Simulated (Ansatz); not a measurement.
NaMgF3:
```
NaMgF3
1.0
    3.88691     0.00000     0.00000
    0.00000     3.88691     0.00000
    0.00000     0.00000     3.88691
Na Mg F
1 1 3
Cartesian
  0.00000   0.00000   0.00000
  1.94346   1.94346   1.94346
  1.94346   1.94346   0.00000
  0.00000   1.94346   1.94346
  1.94346   0.00000   1.94346
```

Relaxed with r²SCAN. Special points in fractions of this cell's reciprocal vectors: Γ (0.000, 0.000, 0.000); X (0.000, 0.500, 0.000); M (0.500, 0.500, 0.000); R (0.500, 0.500, 0.500).

Question: List the band energies nearest the valence-band maximum at these points for DFT-r²SCAN in the program Ansatz with PAW potentials.

Answer: In eV from the valence-band maximum; about four levels below and three above (degenerate sets whole), none deeper than 8.9 eV; points with the same levels are listed once.

```csv
k,below,above
Γ,-0.70 -0.70 -0.70 -0.45 -0.45 -0.45,7.07 14.58 14.58
X,-1.10 -1.10 -0.90 -0.54 -0.54,10.11 10.56 16.19
M,-1.20 -1.09 -1.09 -0.01,11.84 12.39 12.39
R,-1.19 -1.19 0.00 0.00 0.00,11.64 14.30 14.30 14.30
```

Space group Pm-3m (cubic perovskite). The workflow started from a Materials Project entry (that database holds measured and hypothetical structures alike); the Crystallography Open Database copy checked does not list it. COD files the formula under space group No. 62. Whether it is the stable phase at ambient conditions was not checked. Symmetry was held in the r²SCAN relaxation; whether a distortion lowers the energy is not shown.

Potentials: the later of the program's two PAW sets.
